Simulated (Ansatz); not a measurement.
All numbers below come from Ansatz, DFT PBE, scalar-relativistic, plane waves, PAW. The final run on the 8-atom cell used 420 eV, a Γ-centred 8×8×12 mesh, 0.10 eV smearing and no spin polarisation.

The zero of energy is the elements' standard structures at the same level (N₂ as a molecule); no fitted shifts are applied.

**Question.** Give a relaxed trial structure of an orthorhombic metal made of N, Ti and Zr, with a formation energy near −1.69 eV/atom and a density near 6.79 g/cm³, in a cell of 8 atoms. Its symmetry should be Cmmm (No. 65).

**Answer.** Zr₃TiN₄, space group Cmmm (No. 65). Zr on a site of symmetry 2/m is surrounded by 6 N at 2.26 Å, 8 Zr at 3.19–3.20 Å and 4 Ti at 3.20 Å; Zr on a site of symmetry mmm is surrounded by 6 N at 2.30–2.31 Å, 2 Ti at 3.19 Å and 10 Zr at 3.20 Å; Ti has 6 N at 2.21–2.22 Å, 10 Zr at 3.19–3.20 Å and 2 Ti at 3.20 Å; around N on a site of symmetry 2mm lie 2 Ti at 2.22 Å and 4 Zr at 2.26–2.31 Å; 1 more site not described.

```xyz
8
Lattice="3.1925 -4.5166 0.0000 3.1925 4.5166 0.0000 0.0000 0.0000 3.2012" Properties=species:S:1:pos:R:3 pbc="T T T"
Zr    1.5963   -2.2583    0.0000
Zr    3.1925    0.0000    1.6006
Zr    1.5963    2.2583    0.0000
Ti    0.0000    0.0000    1.6006
N     4.8530    0.0000    0.0000
N     3.1925   -2.3047    1.6006
N     3.1925    2.3047    1.6006
N     1.5321    0.0000    0.0000
```

* Volume per atom: 11.54 Å³
* Density: 6.79 g/cm³
* Formation energy: −1.69 eV/atom
* Gap on the 8×8×12 mesh of the 8-atom cell: 0 eV (a metal)

The structure comes from a generated guess, relaxed at this level; another structure or a mixture of phases may lie lower. Other answers may fit too; this one was computed.

A structure relaxed within its symmetry needn't be a true minimum.
